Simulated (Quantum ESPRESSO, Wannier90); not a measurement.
## Wannierisation of W (bcc (W type))

```
CELL_PARAMETERS angstrom
     -1.58516     1.58516     1.58516
      1.58516    -1.58516     1.58516
      1.58516     1.58516    -1.58516
ATOMIC_POSITIONS crystal
  W  0.00000 0.00000 0.00000
```

Cell from Materials Project (mp-91), symmetrised, no further relaxation. This is the element's usual structure. Level: PBEsol, no spin polarisation, no spin-orbit coupling; pw.x of Quantum ESPRESSO at 60 Ry with PseudoDojo potentials, 12×12×12 k-points, Wannier90. Density: 18×18×18 mesh, cold smearing 0.01 Ry. Spin-orbit coupling is left out although heavy elements are present.

Energies are relative to the Fermi level.

**Bands.** No gap over 0.05 eV opens at the Fermi level at this level of theory. 2 filled groups are cut off by gaps; the highest, bands 2–4, spans -39.00 to -37.73 eV and is W 5p 99 %.

**Model.** 9 functions (W spd) from bands 5-21, frozen to 1.50 eV, reach Ω_I = 9.09 Å² and follow pw.x to 2.5 meV rms (states up to 1.0 eV relative to the Fermi level).

**Frozen window.** Edge, Ω_I and misfit go 0.5 eV, 9.05 Å², 20 meV; 1.0 eV, 9.07 Å², 6.1 meV; 1.5 eV, 9.09 Å², 2.5 meV; 2.5 eV, 9.12 Å², 1.4 meV. Ω_I never falls as the edge rises, since each frozen state takes freedom from the choice of the smoothest subspace. The edges under the compared range leave its upper states unfrozen, and their misfit is the largest.

**No window.** Without a frozen window Ω_I drops to 8.60 Å² while the misfit grows to 868 meV: a small spread is no proof of good bands.

**Outer window.** The setting "only the lowest 13 of the kept bands" raises Ω_I to 11.19 Å², as fewer states are left to mix in, and the misfit goes to 6.5 meV.

**Stops.** With the outer window to 19.97 eV the program stops (Energy window contains fewer states than number of target WFs).
